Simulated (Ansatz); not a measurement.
ZrB₂ in space group P6/mmm (No. 191; Zr on 1a, B on 2d) at seven volumes, plane-wave PAW LDA (Ansatz code), shape and atoms relaxed at each. One row is withheld.

```tsv
V (Å³/atom)	P (GPa)
8.996	29.57
9.293	18.22
9.589	8.44
9.886	0.01
10.182	-7.26
10.479	?
10.775	-18.94
```

Question: Fit the shown pressures and predict the withheld one.

Answer: Third-order Birch–Murnaghan: P = (3/2)B₀(x^(7/2) − x^(5/2))[1 + (3/4)(B′ − 4)(x − 1)] with x = (V₀/V)^(2/3). Least squares on the six rows gives V₀ = 9.886 Å³/atom, B₀ = 260.5 GPa, B′ = 3.92. At V = 10.479, x = 0.9619 and P = -13.54 GPa. The run itself gave -13.53 GPa.

Symmetry was held in the LDA relaxation. No spin polarisation was allowed.

Potentials: the earlier of the program's two PAW sets. The files were generated under PBE; for other functionals the program regenerates the frozen cores, and for LDA and PBEsol the local potential too.
